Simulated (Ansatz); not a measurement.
KNaCl$_{2}$: consecutive steps of a trajectory

Theory: DFT PBEsol, scalar-relativistic, plane waves, PAW (Ansatz). The runs took a 420 eV cutoff, a shifted (0.5, 0.5, 0.5 steps) 2×2×2 mesh and Fermi–Dirac smearing (0.069 eV). The mesh is coarse. No spin polarisation.

16 atoms, starting at 1.02 times the perfect crystal's volume (space group R-3m, the cell as given, not relaxed at this level); Langevin thermostat and barostat at 800 K (friction 0.05 fs⁻¹), target pressure 0 GPa; 70 steps of 6 fs. The run is short and not equilibrated. The steps keep the starting cell's plane waves. The time step is on the long side.

Positions in Å, velocities in 0.01 Å/fs, forces in eV/Å; dE is the potential energy from the first frame shown.

```xyz
16
Lattice="4.1728 -7.2275 0.0000 8.3456 0.0000 0.0000 4.1728 -2.4092 6.9498" Properties=species:S:1:pos:R:3:v100:R:3:forces:R:3 pbc="T T T" time_fs=276.00 dE_eV=0.0000 T_K=776
K     6.0367   -1.3197    3.4957    0.0916    0.3575   -0.1069    0.4190    0.0335    0.3731
K     8.3626   -4.9312    3.7658   -0.0813   -0.2901   -0.3870   -0.1423    0.6719   -0.3102
K     2.0783   -1.4289    3.4308   -0.3307    0.0017   -0.4231   -0.0444    0.1550    0.6140
K     4.2810   -4.8414    3.5624   -0.4623   -0.5315    0.0138    0.0355    0.1178    0.2347
Na    1.9772   -3.7060    0.2176   -1.0080    0.0691   -0.3073    0.2949    0.0330   -0.4565
Na   -0.4435   -0.1939    0.5309    1.0538   -0.7716   -0.7350    0.7615    0.0858   -0.0374
Na    6.3218   -3.9330   -0.3900    0.7986    0.5161   -0.2921   -0.6577    0.3967    0.7270
Na    4.1494   -0.0608    0.4060   -0.4912   -0.0326    0.4660   -0.1377    0.1400   -0.4393
Cl    6.0901   -6.3591    1.7840    0.6261    0.2759   -0.0822    0.1482    0.4746   -0.3985
Cl    4.1619   -2.3919    1.6647    0.3256   -0.7915    0.3461    0.0485   -0.4062   -0.3434
Cl   10.4621   -5.8550    1.9210   -0.6045    0.0880   -0.0105   -0.2513   -0.3524   -0.1835
Cl    8.5465   -2.6758    1.7304    0.7129    0.6496   -0.3824   -0.8585    0.1316   -0.1065
Cl   10.4896   -3.3110    5.6900    0.3455   -0.1780    0.2140   -0.3657   -0.6692   -0.2370
Cl   12.3812   -7.3100    5.3902    0.3940   -0.5463   -0.2441    0.5468   -0.2932   -0.2472
Cl    6.2535   -3.6449    5.3992   -0.6973    0.3752    0.2512    0.0017    0.0519    0.2750
Cl    8.1098   -7.1375    5.3400   -0.2990    0.0815    0.2170    0.2014   -0.5706    0.5358
16
Lattice="4.1701 -7.2229 0.0000 8.3402 0.0000 0.0000 4.1701 -2.4076 6.9453" Properties=species:S:1:pos:R:3:v100:R:3:forces:R:3 pbc="T T T" time_fs=282.00 dE_eV=-0.0066 T_K=609
K     6.0410   -1.3055    3.4817    0.1804    0.0871   -0.2828    0.4087    0.0355    0.4052
K     8.3477   -4.9392    3.7386   -0.2413   -0.0868   -0.4289   -0.2098    0.6498   -0.1988
K     2.0685   -1.4351    3.4174    0.0595   -0.2346    0.0577    0.0975    0.1985    0.6857
K     4.2625   -4.8560    3.5611   -0.0610   -0.0593    0.0162    0.0450    0.1069    0.1757
Na    1.9275   -3.6949    0.2024   -0.5836    0.2078   -0.2064    0.4734   -0.0704   -0.5411
Na   -0.4047   -0.2385    0.4903    0.2276   -0.6991   -0.5984    0.7285    0.2317    0.0315
Na    6.3682   -3.9071   -0.3980    0.8825    0.2608    0.0119   -0.6816    0.3740    0.6854
Na    4.1234   -0.0588    0.4264   -0.2765    0.0870    0.2215   -0.0544    0.0606   -0.4606
Cl    6.1255   -6.3406    1.7711    0.6792    0.2025   -0.3039    0.0789    0.4598   -0.3371
Cl    4.1908   -2.4250    1.6838    0.7207   -0.3562    0.3210   -0.0294   -0.3386   -0.4121
Cl   10.4293   -5.8546    1.9108   -0.2537   -0.2073   -0.2937   -0.1366   -0.4104   -0.2619
Cl    8.5768   -2.6566    1.7200    0.4684   -0.0678    0.0765   -1.0402    0.1045   -0.0822
Cl   10.5034   -3.3401    5.6776    0.3364   -0.8628   -0.5064   -0.4414   -0.6802   -0.2772
Cl   12.4023   -7.3405    5.3621    0.5718   -0.6259   -0.5710    0.4698   -0.2512   -0.1853
Cl    6.2060   -3.6300    5.3945   -0.7448    0.0423   -0.2896    0.0632    0.0205    0.2772
Cl    8.1027   -7.1455    5.3444    0.2395   -0.4965    0.0392    0.2283   -0.4910    0.4956
16
Lattice="4.1683 -7.2197 0.0000 8.3366 0.0000 0.0000 4.1683 -2.4066 6.9422" Properties=species:S:1:pos:R:3:v100:R:3:forces:R:3 pbc="T T T" time_fs=288.00 dE_eV=-0.0334 T_K=522
K     6.0622   -1.2862    3.4634    0.6136    0.5372   -0.2736    0.3699    0.0233    0.4316
K     8.3392   -4.9393    3.7106    0.0791    0.0038   -0.4412   -0.2388    0.5392   -0.0727
K     2.0616   -1.4412    3.4259   -0.2506    0.0129    0.2691    0.2049    0.2520    0.6225
K     4.2605   -4.8452    3.5505    0.0535    0.3417   -0.3211    0.0028    0.0372    0.1105
Na    1.9072   -3.6845    0.2017   -0.0510    0.0755    0.1748    0.5813   -0.1353   -0.6248
Na   -0.4128   -0.2769    0.4647   -0.5001   -0.5753   -0.2421    0.7668    0.3173    0.0664
Na    6.4028   -3.8978   -0.3811    0.3690   -0.0161    0.5374   -0.6459    0.3149    0.6115
Na    4.0959   -0.0663    0.4250   -0.5717   -0.3411   -0.2636    0.0120    0.0236   -0.4826
Cl    6.1640   -6.3175    1.7601    0.6879    0.4717   -0.0331    0.0051    0.4057   -0.2753
Cl    4.2293   -2.4421    1.6791    0.6192   -0.2463   -0.4531   -0.1122   -0.2804   -0.4220
Cl   10.4216   -5.8548    1.8872    0.1516    0.1163   -0.4658   -0.1026   -0.4149   -0.2688
Cl    8.5871   -2.6569    1.7200   -0.0044    0.0192   -0.0497   -1.1139    0.1327   -0.0713
Cl   10.5161   -3.3781    5.6476    0.2369   -0.4532   -0.4125   -0.5061   -0.6945   -0.2916
Cl   12.4220   -7.3623    5.3295    0.2597   -0.2021   -0.4323    0.3722   -0.1809   -0.1013
Cl    6.1551   -3.6254    5.3745   -0.8544    0.0561   -0.2935    0.1642    0.0234    0.3274
Cl    8.1109   -7.1717    5.3410    0.1540   -0.4715   -0.0762    0.2403   -0.3636    0.4405
16
Lattice="4.1667 -7.2169 0.0000 8.3334 0.0000 0.0000 4.1667 -2.4056 6.9396" Properties=species:S:1:pos:R:3:v100:R:3:forces:R:3 pbc="T T T" time_fs=294.00 dE_eV=-0.0994 T_K=710
K     6.0889   -1.2553    3.4430    0.3498    0.4706   -0.3620    0.2954   -0.0393    0.4353
K     8.3385   -4.9180    3.6814    0.0054    0.6307   -0.4780   -0.2481    0.3883    0.0397
K     2.0619   -1.4397    3.4342    0.2899    0.0256    0.0471    0.2829    0.3264    0.5474
K     4.2576   -4.8225    3.5208   -0.0988    0.3502   -0.6271   -0.0228   -0.0325    0.1071
Na    1.9147   -3.6801    0.2037    0.3230    0.0257   -0.1074    0.5680   -0.1293   -0.6475
Na   -0.4502   -0.2904    0.4380   -0.7392    0.1270   -0.6373    0.8608    0.3570    0.1097
Na    6.4230   -3.8941   -0.3369    0.3937    0.0803    0.9173   -0.5837    0.2437    0.5154
Na    4.0623   -0.0844    0.3949   -0.4922   -0.2619   -0.7377    0.0393    0.0313   -0.4928
Cl    6.1842   -6.2843    1.7382    0.0617    0.5491   -0.6690   -0.0255    0.3452   -0.2192
Cl    4.2529   -2.4487    1.6459    0.2196   -0.0013   -0.6289   -0.1167   -0.2302   -0.3590
Cl   10.4193   -5.8637    1.8507   -0.0942   -0.4837   -0.7248   -0.1187   -0.3671   -0.2298
Cl    8.5904   -2.6430    1.7284    0.2220    0.4116    0.3435   -1.1053    0.1257   -0.1402
Cl   10.5233   -3.4084    5.6144    0.1318   -0.6044   -0.6269   -0.5778   -0.7188   -0.3441
Cl   12.4447   -7.3675    5.3200    0.6467   -0.0599    0.1875    0.2674   -0.1094   -0.0480
Cl    6.1193   -3.6238    5.3610   -0.2539   -0.0464   -0.0884    0.2352    0.0411    0.3361
Cl    8.1242   -7.1971    5.3227    0.3931   -0.4562   -0.4720    0.2496   -0.2320    0.3900
16
Lattice="4.1665 -7.2165 0.0000 8.3330 0.0000 0.0000 4.1665 -2.4055 6.9392" Properties=species:S:1:pos:R:3:v100:R:3:forces:R:3 pbc="T T T" time_fs=300.00 dE_eV=-0.2078 T_K=623
K     6.1132   -1.2256    3.4255    0.4646    0.5135   -0.2138    0.2387   -0.1041    0.4556
K     8.3477   -4.8900    3.6606    0.3144    0.2828   -0.2034   -0.2551    0.2392    0.1126
K     2.0702   -1.4334    3.4365   -0.0026    0.1857    0.0354    0.3610    0.3847    0.5337
K     4.2573   -4.8201    3.4937    0.0918   -0.2808   -0.2685   -0.0600   -0.0521    0.0909
Na    1.9325   -3.6580    0.1968    0.2613    0.7069   -0.1142    0.4805   -0.1030   -0.5933
Na   -0.4734   -0.2793    0.4170   -0.0359    0.2367   -0.0709    0.8546    0.3252    0.0422
Na    6.4347   -3.8745   -0.2808    0.0200    0.5576    0.9359   -0.4901    0.1628    0.3868
Na    4.0378   -0.0923    0.3550   -0.3171    0.0003   -0.5887    0.0463    0.0643   -0.4923
Cl    6.1743   -6.2708    1.7027   -0.3803   -0.1113   -0.5087   -0.0169    0.3172   -0.1817
Cl    4.2679   -2.4345    1.6025    0.2901    0.4683   -0.8064   -0.0974   -0.2502   -0.2648
Cl   10.4089   -5.8826    1.8125   -0.2367   -0.1480   -0.5409   -0.1251   -0.2685   -0.1902
Cl    8.5870   -2.6205    1.7619   -0.3144    0.3293    0.7617   -1.0578    0.0781   -0.3146
Cl   10.5168   -3.4461    5.5783   -0.3260   -0.6553   -0.5617   -0.5179   -0.6864   -0.2939
Cl   12.4823   -7.3728    5.3349    0.6151   -0.1214    0.3230    0.1192   -0.0350    0.0051
Cl    6.1025   -3.6406    5.3442   -0.2942   -0.5158   -0.4629    0.2609    0.0774    0.3382
Cl    8.1372   -7.2121    5.3017    0.0554   -0.0497   -0.2210    0.2591   -0.1498    0.3657
16
Lattice="4.1687 -7.2205 0.0000 8.3375 0.0000 0.0000 4.1687 -2.4068 6.9430" Properties=species:S:1:pos:R:3:v100:R:3:forces:R:3 pbc="T T T" time_fs=306.00 dE_eV=-0.2968 T_K=917
K     6.1548   -1.1852    3.4271    0.8023    0.8484    0.2045    0.1159   -0.1966    0.4459
K     8.3738   -4.8863    3.6553    0.3999   -0.0749   -0.0360   -0.2931    0.1589    0.1575
K     2.0565   -1.4325    3.4228   -0.4813   -0.1290   -0.5529    0.4856    0.3879    0.5880
K     4.2571   -4.8261    3.4701   -0.1785    0.1694   -0.5859   -0.1106   -0.0446    0.0583
Na    1.9415   -3.6191    0.1895   -0.0020    0.6543   -0.1277    0.4332   -0.1184   -0.5602
Na   -0.4690   -0.2783    0.4169    0.1811   -0.1987    0.0439    0.7754    0.3103   -0.0855
Na    6.4498   -3.8443   -0.2258    0.3798    0.5069    0.8882   -0.3987    0.0886    0.2732
Na    4.0377   -0.1015    0.3181    0.2397   -0.2947   -0.6451    0.0201    0.1422   -0.4767
Cl    6.1544   -6.2681    1.6812   -0.3890    0.3105   -0.2384    0.0304    0.2734   -0.1947
Cl    4.2878   -2.4094    1.5510    0.2978    0.4089   -0.9250   -0.0750   -0.2962   -0.1012
Cl   10.3899   -5.9032    1.7723   -0.5818   -0.4269   -0.8291   -0.0845   -0.1751   -0.1562
Cl    8.5615   -2.6106    1.7828   -0.6873    0.0430   -0.1065   -1.0077    0.0203   -0.4209
Cl   10.5236   -3.4981    5.5639    0.3675   -1.0068   -0.0164   -0.4269   -0.5915   -0.2595
Cl   12.5374   -7.3908    5.3614    0.9816   -0.3409    0.4683   -0.0421    0.0429    0.0479
Cl    6.0827   -3.6614    5.3226   -0.4723   -0.1110   -0.3505    0.3064    0.1186    0.3558
Cl    8.1373   -7.2271    5.2971   -0.1990   -0.3175   -0.0298    0.2717   -0.1208    0.3282
16
Lattice="4.1712 -7.2247 0.0000 8.3424 0.0000 0.0000 4.1712 -2.4082 6.9471" Properties=species:S:1:pos:R:3:v100:R:3:forces:R:3 pbc="T T T" time_fs=312.00 dE_eV=-0.3783 T_K=925
K     6.1998   -1.1418    3.4478    0.5673    0.6146    0.4129   -0.0144   -0.2703    0.3985
K     8.3747   -4.8883    3.6594   -0.5349    0.0981    0.1004   -0.2777    0.0808    0.1485
K     2.0505   -1.4322    3.3924    0.2451    0.1635   -0.5237    0.5390    0.3523    0.6302
K     4.2447   -4.8120    3.4399   -0.3183    0.3945   -0.4885   -0.1282   -0.0630    0.0462
Na    1.9508   -3.5800    0.1973    0.2727    0.7147    0.3832    0.4100   -0.1681   -0.5662
Na   -0.4387   -0.3032    0.4159    0.8259   -0.6190   -0.0992    0.6813    0.3589   -0.1877
Na    6.4758   -3.8018   -0.1827    0.3661    0.9762    0.5439   -0.3319    0.0090    0.1929
Na    4.0588   -0.1156    0.2670    0.3774   -0.1615   -1.0603   -0.0240    0.2391   -0.4316
Cl    6.1428   -6.2524    1.6723   -0.1171    0.3292   -0.0935    0.0908    0.2059   -0.2259
Cl    4.3009   -2.3956    1.4932    0.0556    0.0994   -1.0197   -0.0466   -0.3126    0.0624
Cl   10.3744   -5.9340    1.7238   -0.1373   -0.4747   -0.8147   -0.0633   -0.0846   -0.0875
Cl    8.5185   -2.6066    1.7822   -0.9084    0.1389    0.0530   -0.9054   -0.0290   -0.4004
Cl   10.5423   -3.5624    5.5607    0.0524   -1.0573   -0.2025   -0.3812   -0.4696   -0.2830
Cl   12.6011   -7.4053    5.3804    0.8822    0.0088    0.0596   -0.1693    0.0967    0.0640
Cl    6.0591   -3.6686    5.3130   -0.4301   -0.0528   -0.0758    0.3380    0.1376    0.3627
Cl    8.1348   -7.2539    5.2967   -0.0417   -0.4275   -0.0938    0.2829   -0.0829    0.2770
```

Q: What is the next frame? The thermostat's random kicks make it one of many possible.

A:
```xyz
16
Lattice="4.1725 -7.2270 0.0000 8.3450 0.0000 0.0000 4.1725 -2.4090 6.9493" Properties=species:S:1:pos:R:3:v100:R:3:forces:R:3 pbc="T T T" time_fs=318.00 dE_eV=-0.4530 T_K=803
K     6.2236   -1.1141    3.4839    0.1564    0.3224    0.7473   -0.0770   -0.2698    0.3013
K     8.3352   -4.8869    3.6718   -0.8608   -0.0033    0.2684   -0.1848    0.0299    0.0731
K     2.0656   -1.4110    3.3589    0.2341    0.5517   -0.6281    0.5097    0.2571    0.6460
K     4.2223   -4.7863    3.4184   -0.4759    0.5081   -0.2661   -0.1428   -0.0975    0.0122
Na    1.9514   -3.5506    0.2078   -0.2787    0.2958   -0.0327    0.3730   -0.2107   -0.5392
Na   -0.3956   -0.3420    0.4032    0.5991   -0.6603   -0.3355    0.5479    0.4569   -0.2456
Na    6.5050   -3.7652   -0.1562    0.5426    0.2776    0.3368   -0.3185   -0.0499    0.1527
Na    4.0723   -0.1219    0.2086    0.0298   -0.0405   -0.8813   -0.0291    0.2913   -0.3694
Cl    6.1274   -6.2421    1.6661   -0.4574    0.0792   -0.1359    0.1247    0.1938   -0.2581
Cl    4.3055   -2.3916    1.4327    0.0523    0.0586   -0.9992   -0.0428   -0.3099    0.1883
Cl   10.3556   -5.9572    1.6813   -0.5955   -0.2313   -0.6160   -0.0425   -0.0395   -0.0128
Cl    8.4676   -2.5854    1.7889   -0.8609    0.5872    0.1593   -0.7389   -0.1121   -0.3422
Cl   10.5428   -3.6159    5.5573   -0.1416   -0.6784    0.0297   -0.3291   -0.3446   -0.3124
Cl   12.6486   -7.4083    5.3913    0.5646   -0.0275    0.2478   -0.2286    0.1233    0.0600
Cl    6.0470   -3.6715    5.3054   -0.0401   -0.0045   -0.2300    0.3174    0.1465    0.3854
Cl    8.1512   -7.2765    5.2883    0.5001   -0.2513   -0.2426    0.2614   -0.0651    0.2608
```

Cost: 1 run of about 6.8 core-minutes (earlier runs that led there not counted), on Intel Xeon 6975P-C (Granite Rapids) (shared hosts).